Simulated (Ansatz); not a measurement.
MnIr:
```yaml
crystal:
  lattice:
    - [3.77667, 0.00000, 0.00000]
    - [0.00000, 3.77667, 0.00000]
    - [0.00000, 0.00000, 3.60089]
  atoms:
    - { symbol: Mn, position: [0.00000, 0.00000, 0.00000] }
    - { symbol: Mn, position: [0.50000, 0.50000, 0.00000] }
    - { symbol: Ir, position: [0.50000, 0.00000, 0.50000] }
    - { symbol: Ir, position: [0.00000, 0.50000, 0.50000] }
```
The run is spin-polarised; directions of the spins, atom by atom: ↑ ↓ 0 0.

Relaxed with PBEsol.

Question: Which orbitals make up the states near the Fermi level in DFT-PBEsol in the program Ansatz with PAW potentials?

Answer: Within 0.5 eV of the Fermi level: Mn 3d 48 %, Ir 5d 45 %. Projections are on Löwdin-orthogonalised atomic valence shells; empty p or d shells of many metals are not among them.

Question: Tabulate the density of states.

Answer: States/eV per cell of 4 atoms, in 0.25 eV bins, energy from the Fermi level.

```
E (eV)  total  Mn 3d  Ir 5d  Ir 6s
------  -----  -----  -----  -----
-7.85    0.59   0.01   0.06   0.32
-7.60    0.64   0.02   0.08   0.34
-7.35    0.74   0.03   0.11   0.38
-7.10    0.93   0.07   0.23   0.41
-6.85    1.30   0.14   0.48   0.44
-6.60    2.09   0.30   0.97   0.53
-6.35    2.78   0.39   1.48   0.53
-6.10    3.43   0.50   2.08   0.42
-5.85    4.06   0.62   2.64   0.30
-5.60    5.03   0.98   3.07   0.25
-5.35    5.17   1.25   3.25   0.26
-5.10    5.58   1.30   3.77   0.25
-4.85    4.69   1.10   3.22   0.18
-4.60    3.84   1.05   2.54   0.10
-4.35    3.91   1.01   2.64   0.09
-4.10    3.74   1.00   2.40   0.11
-3.85    3.81   1.00   2.44   0.13
-3.60    4.78   1.43   2.94   0.17
-3.35    5.40   2.01   2.95   0.16
-3.10    4.30   1.86   2.02   0.15
-2.85    4.59   2.05   2.11   0.15
-2.60    5.16   2.44   2.25   0.14
-2.35    6.77   3.24   3.02   0.15
-2.10    6.14   3.41   2.24   0.16
-1.85    5.42   3.18   1.82   0.13
-1.60    5.96   3.42   2.09   0.10
-1.35    7.37   4.06   2.81   0.08
-1.10    5.13   2.56   1.97   0.09
-0.85    4.69   2.23   1.82   0.08
-0.60    4.18   1.81   1.89   0.09
-0.35    2.17   0.89   1.01   0.05
-0.10    1.62   0.69   0.78   0.03
0.15     1.74   0.80   0.82   0.03
0.40     3.12   1.77   1.22   0.03
0.65     5.69   3.81   1.69   0.05
0.90     6.87   4.81   1.81   0.08
1.15     7.38   5.33   1.72   0.09
1.40     6.45   4.86   1.29   0.11
1.65     5.35   3.51   1.45   0.14
1.90     4.20   2.34   1.40   0.18
2.15     3.04   1.58   0.97   0.12
2.40     2.12   1.03   0.47   0.15
2.65     1.30   0.46   0.25   0.15
2.90     0.74   0.22   0.14   0.09
3.15     0.56   0.15   0.11   0.06
3.40     0.64   0.17   0.13   0.08
3.65     1.05   0.24   0.25   0.21
3.90     1.43   0.30   0.31   0.30
4.15     1.35   0.26   0.25   0.26
4.40     1.17   0.19   0.19   0.21
4.65     1.06   0.16   0.15   0.18
```

Space group P4/mmm (L1₀ or tetragonal B2). The start of the workflow was typed in or built on a structure type; the Crystallography Open Database files this formula in space group No. 123, but the cells were not matched. Whether it is the stable phase at ambient conditions was not checked. Symmetry was held in the PBEsol relaxation, as lowered by the spin order; whether a distortion lowers the energy is not shown. Magnetic state: antiferromagnetic, chosen from 5 collinear starts compared on coarse meshes (ties went to the first, and starts can fall back to one state), not a proven ground state. Spin–orbit coupling is left out wherever it is not named.

Potentials: the earlier of the program's two PAW sets. The files were generated under PBE; for other functionals the program regenerates the frozen cores, and for LDA and PBEsol the local potential too.
